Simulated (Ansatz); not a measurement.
A crystal relaxed with r2SCAN in the PAW code Ansatz has space group I-4m2 (No. 119) and a = 3.153 Å, c = 13.341 Å.

| atom | site | x | y | z |
| --- | --- | --- | --- | --- |
| Al | 2a | 0.0000 | 0.0000 | 0.0000 |
| N | 4f | 0.5000 | 0.0000 | 0.4211 |
| Xx | 4e | 0.0000 | 0.0000 | 0.3352 |
| N | 2c | 0.0000 | 0.5000 | 0.2500 |

The r2SCAN gap is direct at Γ: 2.93 eV. HSE06 gives a direct gap of 3.74 eV at Γ. With PBE the gap is 2.45 eV and direct, at Γ. Meshes: r2SCAN 12×12×12, HSE06 6×6×6, PBE 12×12×12.

**Question.** Which element is Xx?
A. Tl
B. In
C. B
D. Ga

**Answer.** D. Xx is Ga: an ordered 6-atom cell of AlGa₂N₃ on the zincblende lattice (I-4m2). Al has 4 N at 1.90 Å; N has 2 Al at 1.90 Å and 2 Ga at 1.95 Å; Ga has 4 N at 1.94–1.95 Å; N has 4 Ga at 1.94 Å.

No spin polarisation and no zero-point or thermal motion; the cell was built from a prototype and may be hypothetical.
